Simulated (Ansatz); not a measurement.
Sc₂B₂P:
Space group P-6m2 (No. 187); a = b = 3.230 Å, c = 7.239 Å, α = β = 90.00°, γ = 120.00°

```csv
atom,site,symmetry,x,y,z
Sc,2h,3m.,0.3333,0.6667,0.2621
P,1a,-6m2,0.0000,0.0000,0.0000
B,1b,-6m2,0.0000,0.0000,0.5000
B,1f,-6m2,0.6667,0.3333,0.5000
```

Relaxed with PBE.

### Question
Which orbitals make up the states near the Fermi level in PBE (plane waves, PAW; program Ansatz)?

### Answer
Within 0.5 eV of the Fermi level: Sc 3d 60 %, P 3p 24 %, B 2p 10 %. Projections are on Löwdin-orthogonalised atomic valence shells; empty p or d shells of many metals are not among them.

### Question
Tabulate the density of states.

### Answer
States/eV per cell of 5 atoms, in 0.25 eV bins, energy from the Fermi level.

| E (eV) | total | Sc 3d | B 2p | P 3p |
|---|---|---|---|---|
| -7.85 | 0.37 | 0.06 | 0.13 | 0.00 |
| -7.60 | 0.20 | 0.03 | 0.08 | 0.00 |
| -7.35 | 0.05 | 0.01 | 0.02 | 0.00 |
| -7.10 | 0.41 | 0.05 | 0.22 | 0.01 |
| -6.85 | 1.08 | 0.15 | 0.56 | 0.01 |
| -6.60 | 0.68 | 0.10 | 0.35 | 0.00 |
| -6.35 | 0.57 | 0.09 | 0.30 | 0.00 |
| -6.10 | 0.51 | 0.08 | 0.27 | 0.00 |
| -5.85 | 0.48 | 0.08 | 0.25 | 0.01 |
| -5.60 | 0.54 | 0.08 | 0.28 | 0.03 |
| -5.35 | 0.58 | 0.08 | 0.29 | 0.05 |
| -5.10 | 0.79 | 0.11 | 0.43 | 0.08 |
| -4.85 | 1.17 | 0.16 | 0.57 | 0.22 |
| -4.60 | 2.22 | 0.33 | 0.70 | 0.88 |
| -4.35 | 1.60 | 0.25 | 0.50 | 0.62 |
| -4.10 | 1.87 | 0.30 | 0.60 | 0.72 |
| -3.85 | 2.67 | 0.42 | 0.88 | 1.06 |
| -3.60 | 2.17 | 0.37 | 0.93 | 0.59 |
| -3.35 | 1.74 | 0.31 | 0.74 | 0.50 |
| -3.10 | 3.08 | 0.61 | 1.02 | 1.18 |
| -2.85 | 4.43 | 0.98 | 1.35 | 1.84 |
| -2.60 | 2.57 | 0.56 | 0.98 | 0.87 |
| -2.35 | 2.96 | 0.72 | 1.24 | 0.83 |
| -2.10 | 3.85 | 1.05 | 1.79 | 0.84 |
| -1.85 | 2.46 | 0.65 | 1.17 | 0.54 |
| -1.60 | 1.74 | 0.52 | 0.68 | 0.47 |
| -1.35 | 1.35 | 0.46 | 0.38 | 0.45 |
| -1.10 | 2.05 | 0.90 | 0.58 | 0.48 |
| -0.85 | 2.32 | 1.15 | 0.50 | 0.54 |
| -0.60 | 2.16 | 1.17 | 0.35 | 0.52 |
| -0.35 | 2.05 | 1.14 | 0.26 | 0.53 |
| -0.10 | 2.13 | 1.28 | 0.23 | 0.49 |
| 0.15 | 2.41 | 1.44 | 0.24 | 0.59 |
| 0.40 | 2.84 | 1.78 | 0.23 | 0.67 |
| 0.65 | 2.92 | 2.08 | 0.22 | 0.42 |
| 0.90 | 1.88 | 1.45 | 0.15 | 0.15 |
| 1.15 | 0.92 | 0.75 | 0.07 | 0.04 |
| 1.40 | 0.42 | 0.36 | 0.03 | 0.01 |
| 1.65 | 0.71 | 0.59 | 0.06 | 0.02 |
| 1.90 | 1.59 | 1.33 | 0.13 | 0.04 |
| 2.15 | 1.75 | 1.46 | 0.13 | 0.07 |
| 2.40 | 2.43 | 1.99 | 0.18 | 0.12 |
| 2.65 | 3.67 | 2.96 | 0.27 | 0.21 |
| 2.90 | 4.84 | 3.73 | 0.35 | 0.31 |
| 3.15 | 3.93 | 3.14 | 0.25 | 0.21 |
| 3.40 | 4.52 | 3.70 | 0.26 | 0.17 |
| 3.65 | 5.01 | 4.12 | 0.32 | 0.16 |
| 3.90 | 3.25 | 2.57 | 0.28 | 0.12 |
| 4.15 | 5.87 | 4.64 | 0.47 | 0.27 |
| 4.40 | 7.68 | 5.87 | 0.64 | 0.44 |
| 4.65 | 5.24 | 3.66 | 0.49 | 0.48 |

The start of the workflow was typed in or built on a structure type; neither database checked (COD, Materials Project) lists it. Its standing as an ambient phase is unchecked. Symmetry was held in the PBE relaxation; whether a distortion lowers the energy is not shown. The run is not spin-polarised.

Potentials: the earlier of the program's two PAW sets.
